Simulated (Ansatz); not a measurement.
Zn5InGaO8 in space group R3m (No. 160; Pearson symbol hR15), PBE in the plane-wave PAW code Ansatz. The conduction-band minimum lies at Γ, with 1 equivalent valley. Second derivatives d²E/dk² of the lowest band at one valley (eV·Å²), along Cartesian directions:

| direction | d²E/dk² |
|---|---|
| [100] | 46.30 |
| [010] | 46.30 |
| [001] | 48.07 |
| [110] | 46.30 |
| [101] | 47.19 |
| [011] | 47.18 |

Task: Find the principal effective masses, the density-of-states mass and the conductivity mass.

Result: Off-diagonal terms follow from H_xy = H[110] − (H_xx + H_yy)/2, and m*/mₑ = 7.620 eV·Å² over each eigenvalue: 0.16, 0.16, 0.16. One valley's DOS mass (m₁m₂m₃)^(1/3) = 0.16, conductivity mass 3/(Σ 1/mᵢ) = 0.16 mₑ.

Task: What effective density of states Nc follows at 300 K for parabolic valleys?

Result: Nc = 2.509e19 × 1 × (0.16)^(3/2) ≈ 1.6e18 cm⁻³.

The start of the workflow was typed in or built on a structure type; neither database checked (COD, Materials Project) lists it. Its standing as an ambient phase is unchecked. The cell was relaxed with PBE under the symmetry of its start; whether a distortion lowers the energy is not shown. Scalar-relativistic: spin–orbit coupling is off unless named, which matters more the heavier the elements.

Potentials: the earlier of the program's two PAW sets.

Edges and masses are those of Kohn–Sham bands, whose gap is no quasiparticle gap.
